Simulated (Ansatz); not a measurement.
## Density of states of Fe

```cif
data_structure
_symmetry_space_group_name_H-M 'P 1'
_symmetry_Int_Tables_number 1
_cell_length_a 2.4342
_cell_length_b 2.4342
_cell_length_c 3.8419
_cell_angle_alpha 90.000
_cell_angle_beta 90.000
_cell_angle_gamma 120.000
_cell_volume 19.71
loop_
_atom_site_label
_atom_site_type_symbol
_atom_site_fract_x
_atom_site_fract_y
_atom_site_fract_z
_atom_site_occupancy
Fe1 Fe 0.33333 0.66667 0.25000 1
Fe2 Fe 0.66667 0.33333 0.75000 1
```

The runs use the primitive cell with vectors (2.434, 0.000, 0.000), (-1.217, 2.108, 0.000), (0.000, 0.000, 3.842) Å, to which the k mesh refers.

The cell is the one relaxed in the Materials Project (mp-136), not relaxed further here; entries there can be hypothetical.

Spin polarisation is left out, and whether a magnetic state lies lower isn't shown here.

Computed with Ansatz 0.2.0, DFT, PBEsol, all-electron LAPW, scalar-relativistic.

Numerical set-up: a Γ-centred 17×17×10 k mesh, Fermi–Dirac smearing of 0.08 eV, basis error target 0.25 meV/atom, no spin polarisation.

States per eV and cell, averaged over 0.4 eV, from -9.4 to 6.8 eV, with energies (bin centres) from the Fermi level; empty bins are left out. The partial columns, the largest 3 alone, are projections on Löwdin-orthogonalised atomic shells (those that the program's projection atoms carry: the occupied ones and, for some elements, an empty d or f shell; other empty shells have no column), summed over atoms of an element. Weights on diffuse s and p shells depend on that basis and aren't pure angular character.

```json
{"E (eV)": "-9.3", "total": "0.01", "Fe 3d": "0.00", "Fe 4s": "0.01", "Fe 3s": "0.00"}
{"E (eV)": "-8.9", "total": "0.06", "Fe 3d": "0.00", "Fe 4s": "0.06", "Fe 3s": "0.01"}
{"E (eV)": "-8.5", "total": "0.10", "Fe 3d": "0.00", "Fe 4s": "0.09", "Fe 3s": "0.01"}
{"E (eV)": "-8.1", "total": "0.13", "Fe 3d": "0.00", "Fe 4s": "0.12", "Fe 3s": "0.01"}
{"E (eV)": "-7.7", "total": "0.16", "Fe 3d": "0.00", "Fe 4s": "0.15", "Fe 3s": "0.01"}
{"E (eV)": "-7.3", "total": "0.20", "Fe 3d": "0.01", "Fe 4s": "0.18", "Fe 3s": "0.01"}
{"E (eV)": "-6.9", "total": "0.24", "Fe 3d": "0.02", "Fe 4s": "0.21", "Fe 3s": "0.01"}
{"E (eV)": "-6.5", "total": "0.29", "Fe 3d": "0.03", "Fe 4s": "0.24", "Fe 3s": "0.01"}
{"E (eV)": "-6.1", "total": "0.36", "Fe 3d": "0.06", "Fe 4s": "0.29", "Fe 3s": "0.01"}
{"E (eV)": "-5.7", "total": "0.50", "Fe 3d": "0.14", "Fe 4s": "0.35", "Fe 3s": "0.01"}
{"E (eV)": "-5.3", "total": "1.12", "Fe 3d": "0.63", "Fe 4s": "0.48", "Fe 3s": "0.00"}
{"E (eV)": "-4.9", "total": "1.81", "Fe 3d": "1.30", "Fe 4s": "0.49", "Fe 3s": "0.00"}
{"E (eV)": "-4.5", "total": "2.52", "Fe 3d": "2.09", "Fe 4s": "0.40", "Fe 3s": "0.00"}
{"E (eV)": "-4.1", "total": "2.74", "Fe 3d": "2.43", "Fe 4s": "0.25", "Fe 3s": "0.00"}
{"E (eV)": "-3.7", "total": "2.22", "Fe 3d": "2.00", "Fe 4s": "0.15", "Fe 3s": "0.00"}
{"E (eV)": "-3.3", "total": "2.78", "Fe 3d": "2.57", "Fe 4s": "0.11", "Fe 3s": "0.00"}
{"E (eV)": "-2.9", "total": "3.32", "Fe 3d": "3.04", "Fe 4s": "0.16", "Fe 3s": "0.00"}
{"E (eV)": "-2.5", "total": "1.34", "Fe 3d": "1.23", "Fe 4s": "0.06", "Fe 3s": "0.00"}
{"E (eV)": "-2.1", "total": "4.16", "Fe 3d": "3.96", "Fe 4s": "0.11", "Fe 3s": "0.00"}
{"E (eV)": "-1.7", "total": "4.08", "Fe 3d": "3.87", "Fe 4s": "0.12", "Fe 3s": "0.00"}
{"E (eV)": "-1.3", "total": "4.52", "Fe 3d": "4.24", "Fe 4s": "0.15", "Fe 3s": "0.00"}
{"E (eV)": "-0.9", "total": "3.17", "Fe 3d": "2.96", "Fe 4s": "0.11", "Fe 3s": "0.00"}
{"E (eV)": "-0.5", "total": "2.38", "Fe 3d": "2.23", "Fe 4s": "0.07", "Fe 3s": "0.00"}
{"E (eV)": "-0.1", "total": "2.38", "Fe 3d": "2.28", "Fe 4s": "0.04", "Fe 3s": "0.00"}
{"E (eV)": "0.3", "total": "2.73", "Fe 3d": "2.66", "Fe 4s": "0.04", "Fe 3s": "0.00"}
{"E (eV)": "0.7", "total": "5.03", "Fe 3d": "4.94", "Fe 4s": "0.06", "Fe 3s": "0.00"}
{"E (eV)": "1.1", "total": "4.15", "Fe 3d": "4.03", "Fe 4s": "0.11", "Fe 3s": "0.00"}
{"E (eV)": "1.5", "total": "0.71", "Fe 3d": "0.52", "Fe 4s": "0.15", "Fe 3s": "0.00"}
{"E (eV)": "1.9", "total": "0.66", "Fe 3d": "0.41", "Fe 4s": "0.18", "Fe 3s": "0.00"}
{"E (eV)": "2.3", "total": "0.63", "Fe 3d": "0.34", "Fe 4s": "0.20", "Fe 3s": "0.00"}
{"E (eV)": "2.7", "total": "0.59", "Fe 3d": "0.27", "Fe 4s": "0.20", "Fe 3s": "0.00"}
{"E (eV)": "3.1", "total": "0.53", "Fe 3d": "0.21", "Fe 4s": "0.19", "Fe 3s": "0.00"}
{"E (eV)": "3.5", "total": "0.48", "Fe 3d": "0.17", "Fe 4s": "0.18", "Fe 3s": "0.00"}
{"E (eV)": "3.9", "total": "0.46", "Fe 3d": "0.13", "Fe 4s": "0.16", "Fe 3s": "0.00"}
{"E (eV)": "4.3", "total": "0.44", "Fe 3d": "0.11", "Fe 4s": "0.15", "Fe 3s": "0.00"}
{"E (eV)": "4.7", "total": "0.43", "Fe 3d": "0.10", "Fe 4s": "0.14", "Fe 3s": "0.00"}
{"E (eV)": "5.1", "total": "0.44", "Fe 3d": "0.09", "Fe 4s": "0.14", "Fe 3s": "0.00"}
{"E (eV)": "5.5", "total": "0.44", "Fe 3d": "0.08", "Fe 4s": "0.14", "Fe 3s": "0.00"}
{"E (eV)": "5.9", "total": "0.38", "Fe 3d": "0.06", "Fe 4s": "0.11", "Fe 3s": "0.00"}
{"E (eV)": "6.3", "total": "0.38", "Fe 3d": "0.05", "Fe 4s": "0.11", "Fe 3s": "0.00"}
{"E (eV)": "6.7", "total": "0.34", "Fe 3d": "0.04", "Fe 4s": "0.09", "Fe 3s": "0.00"}
```

Task: Which of the resolved shells contributes most within 0.3 eV of the Fermi level?

Result: Fe 3d, with 96 % of all states there; Fe 4s follows with 2 %.

Task: Where is the centre of the filled Fe 3d states between -14 eV and the top of the filled states?

Result: -2.36 eV from the Fermi level.
